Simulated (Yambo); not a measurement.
NaBaIrH$_{6}$ (space group F-43m, No. 216), G0W0@LDA (Yambo, plasmon pole, terminator in G, 2×2×2 mesh): gap Γ → X in eV by bands and screening block.

| bands (W and G) | 2 Ry | 3 Ry | 4 Ry | 6 Ry | 7 Ry |
|---|---|---|---|---|---|
| 43 | … | 4.39 | 4.39 | 4.43 | … |
| 66 | 4.26 | 4.25 | 4.27 | 4.31 | 4.33 |
| 97 | 4.25 | 4.25 | 4.28 | 4.32 | 4.34 |
| 133 | 4.24 | 4.25 | 4.28 | 4.33 | … |
| 173 | 4.24 | 4.25 | 4.29 | 4.34 | 4.36 |

Problem. Estimate the withheld gaps from their neighbours; the computed values follow.

Solution. 
- 43, 2 Ry: 4.40
- 43, 7 Ry: 4.44
- 133, 7 Ry: 4.35

The largest settings aren't shown to be the converged limit.

Spin-orbit coupling is not included.

Geometry of the Materials Project entry, not relaxed at this level; primitive cell a = 5.5473 Å, b = 5.5473 Å, c = 5.5473 Å, α = 60.00°, β = 60.00°, γ = 60.00°.

The structure is a Materials Project entry; no match was found in the copy of COD used, and its stability was not checked.
